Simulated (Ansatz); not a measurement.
ZnSe (zinc blende)

```yaml
crystal:
  lattice:
    - [0.00000, 5.73301, 5.73301]
    - [2.86650, 0.00000, 2.86650]
    - [2.86650, 2.86650, 0.00000]
  atoms:
    - { symbol: Se, position: [0.37500, 0.75000, 0.75000] }
    - { symbol: Se, position: [0.87500, 0.75000, 0.75000] }
    - { symbol: Zn, position: [0.00000, 0.00000, 0.00000] }
    - { symbol: Zn, position: [0.50000, 0.00000, 0.00000] }
```

In each cell atom 2 (Se, nearest neighbour Zn at 2.482 Å; its periodic images, 4.1 Å or more away, move with it) moves by s·(0.577, 0.577, 0.577) (along Cartesian [111]), the rest being held.

Calculation: PBE (plane waves to 420 eV, PAW, scalar-relativistic; Ansatz, a quantum-chemistry and plane-wave program). k mesh 4×8×8 (Γ-centred), Fermi-Dirac smearing 0.05 eV. The energy includes the smearing's −TS. Left out: 1 of 11 points, with atoms too close for the PAW data. ZnSe was relaxed with its symmetry unable to fall. The zero of ΔE is the undisplaced structure.

| s (Å) | ΔE (meV/cell) |
|---|---|
| -0.740 | 626 |
| -0.592 | 490 |
| -0.444 | withheld |
| -0.296 | 178 |
| -0.148 | 53 |
| 0.000 | 0 |
| 0.148 | 76 |
| 0.296 | 371 |
| 0.444 | 1032 |
| 0.592 | 2316 |

Task: Fit a polynomial form (powers 2, 3, 4) to the given rows and predict ΔE at s = -0.444.

Result: Least squares on the 9 given rows: ΔE = (2989)·s² + (4421)·s³ + (2659)·s⁴, in meV/cell with s in Å; root-mean-square residual 23.7 meV/cell. At -0.444 the fit gives 306 meV/cell; the calculation gives 334 meV/cell, so the interpolation is off by -28 (-8.4 %). The quadratic term alone would give 589 meV/cell.

(A displaced cell: forces are minus the slopes of the energy, force constants its curvatures, and phonons follow from these.)
